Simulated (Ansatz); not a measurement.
An Ansatz (an electronic-structure program) run. Input:

Ansatz 0.2 input:
```yaml
crystal:
  lattice:
    - [-3.251534894, 3.251534894, 5.9076561464]
    - [3.251534894, -3.251534894, 5.9076561464]
    - [3.251534894, 3.251534894, -5.9076561464]
  atoms:
    - { symbol: Ta, position: [0.014435158, 0.1850455174, 0.5] }
    - { symbol: Ta, position: [0.985564842, 0.8149544826, 0.5] }
    - { symbol: Ta, position: [0.1850455174, 0.6850455174, 0.1706103594] }
    - { symbol: Ta, position: [0.8149544826, 0.3149544826, 0.8293896406] }
    - { symbol: Ta, position: [0.6850455174, 0.514435158, 0.5] }
    - { symbol: Ta, position: [0.3149544826, 0.485564842, 0.5] }
    - { symbol: Ta, position: [0.514435158, 0.014435158, 0.8293896406] }
    - { symbol: Ta, position: [0.485564842, 0.985564842, 0.1706103594] }
    - { symbol: Ta, position: [0.5, 0.5, 0.0] }
    - { symbol: Ta, position: [0.0, 0.0, 0.0] }
    - { symbol: Si, position: [0.1302216956, 0.6302216956, 0.7604433912] }
    - { symbol: Si, position: [0.8697783044, 0.3697783044, 0.2395566088] }
    - { symbol: Si, position: [0.6302216956, 0.8697783044, 0.5] }
    - { symbol: Si, position: [0.3697783044, 0.1302216956, 0.5] }
    - { symbol: Si, position: [0.75, 0.75, 0.0] }
    - { symbol: Si, position: [0.25, 0.25, 0.0] }
kpoints:
  mp_grid: { grid: [9, 9, 9] }
basis: { xc_grid: 2 }
hamiltonian:
  xc: pbesol
  pseudopotentials: { kind: paw }
scf:
  occupations: { method: gaussian, width: 0.05 }
checkpoint: { read: metal.run }
output: { bader: true, populations: true }
```

Output (shortened):

```
Pseudopotential: Ta, paw, valence charge 13
Pseudopotential: Si, paw, valence charge 4
Functional definition: PBEsol
Crystal: 16 atoms, lattice volume = 249.834 Å³
Basis set: ecut = 420 eV, 4931 PW (Γ), exchange–correlation on 108×108×108 points (8 copies of the dense FFT grid, shifted against one another)
Bands: 109, of which v1, the nominal top of the filled ones, is band 77 counted from 1 (76 counted from 0)
Symmetry: 16 space group operations
Space group: I4/mcm (ITA 140), of the structure as read, at distance tolerance 6.3e-5 Å
k-points: 75 of 729
Stability of the state it starts from, as read at its close in the unpolarized treatment …
iter 1 solved again at ethr=9.02e-8 eV; its pass at ethr=3.10e-3 eV (dr2=1.39e-4 eV) is discarded
SCF iter   1: F=—  HF=-101804.699813 eV  |F-HF|=—  |Δ(HF+E_count)|=         —  Δρ=4.89e-7  dr2=7.09e-10  ethr=9.02e-8  ⟨swp⟩=3.0  Hψ=55470  notcnv=0
preconditioner: auto → Kerker (q_TF=auto, 2.517 Å⁻¹)
SCF iter   2: F=—  HF=-101804.699561 eV  |F-HF|=—  |Δ(HF+E_count)|=   2.52e-4  Δρ=2.69e-7  dr2=2.92e-10  ethr=1.00e-12  ⟨swp⟩=3.3  Hψ=36973  notcnv=0
SCF iter   3: F=-101804.699561 eV  HF=-101804.699561 eV  |F-HF|=1.75e-10  |Δ(HF+E_count)|=  1.46e-11  Δρ=1.93e-7  dr2=1.57e-10  ethr=1.00e-12  ⟨swp⟩=1.0  Hψ=16650  notcnv=0
SCF 1 converged in 3 iterations: F = -101804.699561 eV  dr2 = 1.57e-10
SCF converged after 3 iterations
Free energy (F): -101804.699561 eV
Harris-Foulkes:  -101804.699561 eV  (|F-HF|=1.75e-10)
Internal energy: -101804.692790 eV  (E = F + TS)
E sigma→0 (E₀):  -101804.696176 eV
Entropy (-TS):   -0.006771 eV (-0.423 meV/atom)
Fermi energy:    17.629868 eV
--- Per-component energies (eV) ---
  E_band       = -1016.519047
  E_kinetic    = 3936.582090
  E_local      = -6336.595618  (includes V_loc(G=0)·N_el)
  E_nonlocal   = 327.845080
  E_hartree    = 2285.507852
  E_xc         = -2516.557965
  E_vxc        = -2343.209468  (∫ρ·V_xc dr)
  E_paw        = -85722.444286  (= ΣΔE_a)
  E_vpaw       = -1172.159071  (= ΣTr[D̂ρ^β])
  E_aug_tail   = 0.001438  (compensation charges beyond the density's cutoff)
  E_ewald      = -13781.357210
  E_core_change = 2.325829  (= ΣΔE_core)
  E_smearing   = -0.006771  (= −TS)
  E_closure    = 0.000000  (closes the sum)
  Σ components = -101804.699561   (vs F -101804.699561, Δ=0.00e0)
  [band-id]    e_kinetic+e_local+e_nonlocal+2·e_hartree+e_vxc+e_vpaw+e_augmentation_tail = -1016.519845   (vs E_band -1016.519047, Δ=-7.99e-4)
--- Band table (eV; the first three rows and the last of 75) ---
  k-point 0: bands = ["-50.3083", "-50.2851", "-50.2819", "-50.2819", "-50.2674", "-50.2640", "-50.2550", "-50.2550", "-49.9797", "-49.9775", "-17.1637", "-17.1376", "-17.1044", "-17.0817", "-17.0817", "-17.0327", "-17.0173", "-17.0173", "-16.9159", …
  k-point 1: bands = ["-50.3072", "-50.2851", "-50.2844", "-50.2819", "-50.2660", "-50.2630", "-50.2560", "-50.2551", "-49.9796", "-49.9776", "-17.1584", "-17.1454", "-17.0957", "-17.0745", "-17.0619", "-17.0490", "-17.0162", "-17.0113", "-16.9458", …
  k-point 2: bands = ["-50.3042", "-50.2889", "-50.2850", "-50.2819", "-50.2650", "-50.2593", "-50.2588", "-50.2555", "-49.9792", "-49.9779", "-17.1571", "-17.1365", "-17.0761", "-17.0719", "-17.0554", "-17.0366", "-17.0120", "-16.9998", "-16.9689", …
  k-point 74: bands = ["-50.3040", "-50.2847", "-50.2836", "-50.2835", "-50.2678", "-50.2677", "-50.2538", "-50.2537", "-49.9797", "-49.9772", "-17.1298", "-17.1213", "-17.1148", "-17.0937", "-17.0571", "-17.0035", "-16.9930", "-16.9834", "-16.9818", …
--- Löwdin populations: 16 sites ---
  site symbol       q [e]
     0     Ta     12.7604
     1     Ta     12.7604
     2     Ta     12.7604
     3     Ta     12.7604
     4     Ta     12.7604
     5     Ta     12.7604
     6     Ta     12.7604
     7     Ta     12.7604
     8     Ta     12.7879
     9     Ta     12.7879
    10     Si      4.1490
    11     Si      4.1490
    12     Si      4.1490
    13     Si      4.1490
    14     Si      4.2437
    15     Si      4.2437
  spilling = 0.008166 (of n_electrons = 154.000000)
--- Bader charges: 16 sites ---
  site symbol  charge [e]  shift [e]
     0     Ta      0.6569     0.0014
     1     Ta      0.6569     0.0014
     2     Ta      0.6569     0.0014
     3     Ta      0.6569     0.0014
     4     Ta      0.6569     0.0014
     5     Ta      0.6569     0.0014
     6     Ta      0.6569     0.0014
     7     Ta      0.6569     0.0014
     8     Ta      0.5961     0.0035
     9     Ta      0.5962     0.0035
    10     Si     -1.0358     0.0043
    11     Si     -1.0358     0.0043
    12     Si     -1.0359     0.0043
    13     Si     -1.0359     0.0043
    14     Si     -1.1520     0.0007
    15     Si     -1.1520     0.0007
  shift: an alarm, by how much a part of what the PAW files miss would move the charge. Where it is large, compare
  with a run on PAW files of another source; a small one proves nothing
  estimated error of the sums over rays = 8.6e-4 e
```

Cost: very roughly 9 core-minutes on shared cores.

The first step of the workflow began from a Materials Project structure, measured or hypothetical; the Crystallography Open Database files this formula in space group No. 140, but the cells were not matched. Its standing as an ambient phase is unchecked. The PBEsol relaxation kept the symmetry of its start; its stability against distortions is not shown here. The run is not spin-polarised. Scalar-relativistic: spin–orbit coupling is off unless named, which matters more the heavier the elements.

Potentials: the later of the program's two PAW sets.

Ansatz is a plane-wave DFT program.
